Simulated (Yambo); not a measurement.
Yambo run on AlO$_{2}$H (space group Pmn2_1, No. 31). The wavefunctions are PBEsol (Quantum ESPRESSO, PseudoDojo norm-conserving, 84 Ry, scalar-relativistic) ones on a 4×4×4 mesh (16 occupied bands); a = 2.8615 Å, b = 4.2635 Å, c = 4.7700 Å, α = β = γ = 90.00°.

Yambo input:

```
rim_cut
gw0
dyson
el_el_corr
HF_and_locXC
cohsex
em1s
RandQpts= 1000000
RandGvec= 1 Ry
EXXRLvcs= 84 Ry
VXCRLvcs= 336 Ry
Chimod= "HARTREE"
% BndsRnXs
 1 | 112 |
%
NGsBlkXs= 8 Ry
% LongDrXs
 1.0 | 1.0 | 1.0 |
%
ExtendOut
% QPkrange
 1 | 1 | 16 | 17 |
%
```

k points by index: 1 = Γ.

Resulting energies as the program prints them:

```
#    K-point    Band    Eo [eV]    E [eV]    E-Eo [eV]    Vxc [eV]    Vnlxc [eV]    Sc|Eo [eV]    Re(Z)    Im(Z)
#
    1    16    0.000000    -3.297939    -3.297939    -20.17363    -25.70721    2.235640    1.000000    0.000000
    1    17    5.600613    5.794776    0.194164    -13.74343    -8.855167    -4.694102    1.000000    0.000000
```
(The two width columns are left out.) Convergence of these settings isn't established.

Geometry of the Materials Project entry, not relaxed at this level.
